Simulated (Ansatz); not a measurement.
MgS (rock salt, space group No. 225), a = b = c = 5.1819 Å, α = β = γ = 90.00°; the cell used has 2 atoms.

Relaxed with PBEsol. 

Problem. HSE06 on this cell (Ansatz, an electronic-structure program, PAW) gives a gap of 3.83 eV. What does PBEsol give?

Solution. 2.73 eV.

Cost on shared cores: the PBEsol run (SCF on a 9×9×9 mesh, then bands and DOS) about 3 core-seconds (a rough figure), the HSE06 run (SCF on 7×7×7, then a few points) about 27 core-seconds (a rough figure); the tasks are unlike.

Space group Fm-3m (rock salt). The cell was relaxed with PBEsol under the symmetry of its start; phonons on a q-mesh show no instability.

Potentials: the later of the program's two PAW sets.

Ansatz is a plane-wave DFT program.
